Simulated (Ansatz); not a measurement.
ZnCu2SiTe4:
```xyz
8
Lattice="-2.9891 2.9891 5.9502 2.9891 -2.9891 5.9502 2.9891 2.9891 -5.9502" Properties=species:S:1:pos:R:3 pbc="T T T"
Zn     0.0000     0.0000     0.0000
Si     0.0000     0.0000     5.9502
Cu     0.0000     2.9891     2.9751
Cu     2.9891     0.0000     2.9751
Te     1.4455    -1.4455     7.4918
Te     1.5436     1.5436    -1.5416
Te    -1.4455     1.4455     7.4918
Te     1.4455     1.4455     4.4086
```

Relaxed with r²SCAN. Special points in fractions of this cell's reciprocal vectors: Γ (0.000, 0.000, 0.000); X (0.000, 0.000, 0.500); P (0.250, 0.250, 0.250); N (0.000, 0.500, 0.000); M (0.500, 0.500, -0.500); S (0.313, 0.687, -0.313); S0 (-0.313, 0.313, 0.313); R (-0.126, 0.126, 0.500); G (0.500, 0.500, -0.126).

Task: List the band energies nearest the valence-band maximum at these points for DFT-r²SCAN with spin–orbit coupling in the program Ansatz with PAW potentials.

Result: In eV from the valence-band maximum; about four levels below and three above (degenerate sets whole), none deeper than 8.9 eV; points with the same levels are listed once.

```
k                    below                above
-  -----------------------  -------------------
Γ    -0.05 -0.05 0.00 0.00  0.41 0.41 1.24 1.24
X  -0.75 -0.75 -0.54 -0.54  0.34 0.34 1.52 1.52
P  -0.78 -0.78 -0.60 -0.60  0.83 0.83 1.26 1.26
N  -1.30 -1.30 -1.11 -1.11  1.66 1.66 2.29 2.29
M  -1.19 -1.19 -1.14 -1.14  0.90 0.90 1.50 1.50
S  -1.35 -1.33 -0.88 -0.82       1.19 1.23 2.08
R  -1.10 -0.99 -0.70 -0.68       0.65 0.78 1.99
```

Space group I-42m. The first step of the workflow began from a Materials Project structure, measured or hypothetical; the Crystallography Open Database copy checked does not list it. Whether it is the stable phase at ambient conditions was not checked. Symmetry was held in the r²SCAN relaxation; whether a distortion lowers the energy is not shown. The run is not spin-polarised.

Potentials: the later of the program's two PAW sets.
